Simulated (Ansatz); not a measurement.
A distorted cell of CdSe (zinc blende):

```xyz
2
Lattice="0.0000 3.0409 3.0409 3.0409 0.0000 3.0409 3.0409 3.0409 0.0000" Properties=species:S:1:pos:R:3 pbc="T T T"
Se     4.5614     4.5614     4.5614
Cd    -0.4240     0.0000     0.0000
```

The numbers are results of PBEsol (plane waves to 420 eV, PAW, scalar-relativistic; Ansatz, an electronic-structure program), not measurements. k mesh 8×8×8 (Γ-centred), Fermi-Dirac smearing 0.05 eV. Energies are smeared free energies. Stress and pressure are positive under compression. CdSe was relaxed with its symmetry unable to fall.

### Question
What forces act on the atoms (eV/Å, Cartesian)?

### Answer
| atom | Fx | Fy | Fz |
|---|---|---|---|
| Se1 | -1.817 | 0.000 | 0.000 |
| Cd2 | 1.817 | 0.000 | 0.000 |

### Question
What is the stress tensor (GPa)?

### Answer
```
    0.6      0.0      0.0
    0.0      4.8      7.9
    0.0      7.9      4.8
```
The pressure, a third of the trace, is 3.4 GPa.

### Question
In it atom 2 sits (-0.424, 0.000, 0.000) Å away from its relaxed site. What is its energy relative to the relaxed cell?

### Answer
405 meV/cell.

(For displaced atoms, the force is minus the slope of the energy, and its curvature is a force constant, which sets phonon frequencies.)
